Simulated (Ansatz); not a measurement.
# Relaxing strontium (omega (AlB2-type))

Method: DFT, LDA (PW92), plane waves (420 eV) with PAW, scalar-relativistic in Ansatz 0.2.0. The PAW files were generated under PBE, with cores re-solved for the functional.

k-point mesh 6×6×8, Fermi-Dirac smearing 0.1 eV, no spin polarisation. Cell and atoms relax.

Starting structure:

```
Sr
1.0
     6.82751    0.00000    0.00000
    -3.41376    5.91280    0.00000
     0.00000    0.00000    4.18527
Sr
3
Direct
  0.00000 0.00000 0.00000
  0.33333 0.66667 0.50000
  0.66667 0.33333 0.50000
```

Problem. The pressure at the start is -1.4 GPa. By how much does the volume change?

Solution. From 56.32 to 48.79 Å³ per atom, -13.4 %. The final cell has a = 6.576 Å, c = 3.908 Å (c/a = 0.594).

Problem. How much energy does the relaxation gain?

Solution. 38.9 meV per atom.

Path of the relaxation (the plane waves are chosen anew near the end, which can shift the energy a little):

| step | E − E(final) (meV/atom) | V (Å³/atom) | P (GPa) | max force (eV/Å) |
| --- | --- | --- | --- | --- |
| 0 | 38.86 | 56.319 | -1.41 | 0.000 |
| 1 | 18.64 | 53.806 | -1.04 | 0.000 |
| 2 | -0.01 | 48.484 | 0.07 | 0.000 |
| 3 | -0.07 | 48.789 | -0.01 | 0.000 |
| 4 | 0.00 | 48.789 | -0.01 | 0.000 |
